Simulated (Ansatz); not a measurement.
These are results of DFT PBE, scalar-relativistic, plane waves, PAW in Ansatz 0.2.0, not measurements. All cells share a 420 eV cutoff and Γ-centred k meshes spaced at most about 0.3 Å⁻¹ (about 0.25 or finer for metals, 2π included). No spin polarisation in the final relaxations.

Temperature and zero-point effects are left out. All come from trial cells, and lower structures may exist.

Question: Order these relaxed structures of Nb₂Si₂O by energy, lowest first, with the energy over the lowest of them.
A. Space group I4/mmm (No. 139), tetragonal, a = 3.289 Å, c = 13.557 Å. Nb is surrounded by 4 Si at 2.59 Å, 4 O at 2.71 Å, 1 Nb at 2.77 Å and 4 Nb at 3.29 Å; Si has 4 Si at 2.33 Å and 4 Nb at 2.59 Å; O is surrounded by 8 Nb at 2.71 Å.
B. Space group I4/mmm (No. 139), tetragonal, a = 5.115 Å, c = 6.273 Å. Nb has 4 Si at 2.57 Å; around Si lie 1 O at 1.78 Å and 4 Nb at 2.57 Å; O is surrounded by 2 Si at 1.78 Å.
C. Space group C2/m (No. 12), monoclinic, a = 6.454 Å, b = 3.296 Å, c = 6.748 Å, β = 91.8°. Around Nb lie 3 O at 2.28–2.30 Å, 3 Si at 2.64–2.73 Å, 2 Nb at 2.80 Å and 1 Si at 2.90 Å; Si is surrounded by 3 Si at 2.33–2.35 Å, 3 Nb at 2.64–2.73 Å and 1 Nb at 2.90 Å; around O lie 6 Nb at 2.28–2.30 Å.
D. Space group Cmmm (No. 65), orthorhombic, a = 6.111 Å, b = 6.319 Å, c = 3.648 Å. Around Nb lie 2 O at 2.20 Å and 8 Si at 2.86 Å; Si on its first site is surrounded by 8 Nb at 2.86 Å and 4 Si at 3.06–3.16 Å; Si on its second site has 2 O at 1.82 Å, 8 Nb at 2.86 Å and 4 Si at 3.06–3.16 Å; O is surrounded by 2 Si at 1.82 Å and 4 Nb at 2.20 Å.

Answer: C (0 meV/atom), D (225 meV/atom), A (327 meV/atom), B (569 meV/atom). Forms: C C2/m; D Cmmm; A I4/mmm; B I4/mmm. Counting Nb or Si atoms around O (for each partner element, those within 1.25 times its shortest distance or 1.15 times the sum of covalent radii, where it is the nearest in units of that sum or under 1.3): C has O 6; D has O 6; A has O 8; B has O 2. C holds Si–Si nets (shortest 2.33 Å); A holds Si–Si nets (shortest 2.33 Å) (bonds between like non-metal atoms; other contacts aren't counted).

A magnetic state wasn't ruled out in cells without spin, among them Cmmm. Cells relaxed within their symmetry can be saddle points. Some structure types and database cells were kept out of the candidates from the start, so a known form may be missing.
